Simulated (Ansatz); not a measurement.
The elements of this relaxed crystal are hidden behind letters.

```
lattice vectors (Å)
   4.8277    0.0000    0.0000
   0.0000    4.8277    0.0000
   0.0000    0.0000    3.2380
fractional positions
X 0.0000 0.0000 0.0000
X 0.5000 0.5000 0.5000
Z 0.3066 0.3066 0.0000
Z 0.1934 0.8066 0.5000
Z 0.6934 0.6934 0.0000
Z 0.8066 0.1934 0.5000
```

These are results of Ansatz 0.2.0, DFT PBE, scalar-relativistic, plane waves, PAW, not measurements. Settings of the last relaxation (6-atom cell): 420 eV, 6×6×8 k points, Gaussian smearing of 0.02 eV, no spin polarisation.

- Space group: P4_2/mnm (No. 136)
- Conventional cell: a = 4.828 Å, c = 3.238 Å
- Volume per atom: 12.58 Å³
- Density: 6.63 g/cm³
- Formation energy: −1.612 eV/atom
- Gap on the 6×6×8 mesh of the 6-atom cell: 0.68 eV

Energies are uncorrected and count from the elements' standard states at the same level.

Question: X is a p-block element of period 5 and Z is a p-block element of period 2. Which elements are they?

Answer: X = Sn, Z = O, so the formula is SnO2, here in the rutile type. Density times volume gives a mean mass of 6.63 × 12.58/1.6605 = 50.2 u per atom, and this set has 50.2 u. Sn has 6 O at 2.09 Å; O has 3 Sn at 2.09 Å. Other sets within the hints have nearly the same mass, so mass alone doesn't settle it; this one was computed.

Kohn–Sham gaps at this level usually fall short of measured ones. A structure relaxed within its symmetry needn't be a true minimum.
